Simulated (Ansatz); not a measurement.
# Data sheet: MnCd$_{4}$Te$_{5}$ (DFT)

MnCd4Te5:
```
CELL_PARAMETERS angstrom
     -5.14638     5.14638     3.25535
      5.14638    -5.14638     3.25535
      5.14638     5.14638    -3.25535
ATOMIC_POSITIONS crystal
  Mn 0.25000 0.75000 0.50000
  Cd 0.04764 0.14895 0.69783
  Cd 0.65019 0.95236 0.10131
  Cd 0.45112 0.34981 0.30217
  Cd 0.85105 0.54888 0.89869
  Te 0.10489 0.31304 0.40194
  Te 0.29705 0.89511 0.20814
  Te 0.91109 0.70295 0.59806
  Te 0.68696 0.08891 0.79186
  Te 0.50000 0.50000 0.00000
```
The run is spin-polarised; directions of the spins, atom by atom: ↑ 0 0 0 0 0 0 0 0 0.

Space group I-4 (No. 82); conventional cell a = b = 10.2928 Å, c = 6.5107 Å, α = β = γ = 90.00°.

Method: r²SCAN (plane waves, PAW; program Ansatz). Structure relaxed to zero pressure with the same functional. Other levels are named where they apply.

Cell and energy:

- Volume per atom = 34.49 Å³
- Density = 5.50 g/cm³
- Formation energy from the elements (no fitted shifts) = -0.57 eV/atom

Electronic structure:

Band gap: 1.13 eV (direct)
Valence-band maximum: at Γ
Conduction-band minimum: at Γ
Electron effective mass: 0.092 mₑ (isotropic)
Hole effective mass, band 1 of 3 at the edge: 0.77 along x, 0.53 along z (mₑ)
Hole effective mass, band 2 of 3 at the edge: 0.53 along z (mₑ)
Hole effective mass, band 3 of 3 at the edge: 0.092 along x, 0.096 along z (mₑ)

Magnetism:

- Magnetic order = ferromagnetic
- Net moment = 0.50 μB per atom

Charges:

- Bader charges = Mn +0.99, Cd +0.62, Te -0.71 to -0.62 e

The first step of the workflow began from a Materials Project structure, measured or hypothetical; the Crystallography Open Database copy checked does not list it. Whether it is the stable phase at ambient conditions was not checked. Symmetry was held in the r²SCAN relaxation; whether a distortion lowers the energy is not shown. Spin order of the final state: ferromagnetic, the only order run, not a proven ground state. The cell computed holds one magnetic atom, so no antiferromagnetic order was within reach. Other orbital occupations within this spin state were not tried. No Hubbard U is applied. The references are the lowest solids computed at this level, not always the standard phases. The manganese reference at this level is a Cmcm phase, not α-Mn. Scalar-relativistic: spin–orbit coupling is off unless named, which matters more the heavier the elements.

Potentials: the later of the program's two PAW sets.
